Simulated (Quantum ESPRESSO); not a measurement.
CsCaF3 is modelled in the cubic space group Pm-3m (No. 221), the cubic perovskite structure, Pearson symbol cP5. Cell: a = 4.5205 Å, b = 4.5205 Å, c = 4.5205 Å, α = 90.00°, β = 90.00°, γ = 90.00°. F on 3c is surrounded by 2 Ca at 2.260 Å and 4 Cs at 3.196 Å (octahedral). Ca on 1b is coordinated by 6 F at 2.260 Å (octahedral). Cs on 1a sees 12 F at 3.196 Å (cuboctahedral). (Neighbours: up to the widest gap in distance over summed covalent radii, below 1.35, at either atom; cation-cation contacts left out.)

The geometry is that of Materials Project entry mp-7104, symmetrised and not relaxed again.

What does PBEsol (Quantum ESPRESSO, PseudoDojo norm-conserving, 84 Ry, without SOC) give for the electronic structure near the Fermi level?

The PBEsol gap is indirect, 7.00 eV, from R to Γ; the smallest direct gap is 7.03 eV. Another valence extremum on the path lies within 0.02 eV, too close to call. The cell is held in this high symmetry; tilts and polar distortions were not searched.

The structure is a Materials Project entry; no match was found in the copy of COD used, and its stability was not checked.
